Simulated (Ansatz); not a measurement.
**Question.** Each is relaxed and computed with LDA (plane waves, PAW; program Ansatz). Which is the only one with a gap?
A) Ti5Si3, P6_3/mcm (Ti on 4d, Si on 6g, Ti on 6g)
B) TiSi, Cmmm (Ti on 2b, Si on 2d)
C) CaTiO3, cubic perovskite
D) Ti3AlC, anti-perovskite

**Answer.** C, CaTiO3, cubic perovskite. CaTiO3: gap 1.88 eV (indirect); TiSi: metal; Ti5Si3: metal; Ti3AlC: metal. Standing as an ambient phase not checked: CaTiO3, cubic perovskite; TiSi, Cmmm (Ti on 2b, Si on 2d); Ti5Si3, P6_3/mcm (Ti on 4d, Si on 6g, Ti on 6g); Ti3AlC, anti-perovskite. Unstable at this level: CaTiO3, cubic perovskite. All cells were relaxed under the symmetry of their starts (and spin orders); stability against distortions was not tested throughout. Rows with no word on spin ran without spin polarisation.

Potentials: the later of the program's two PAW sets.
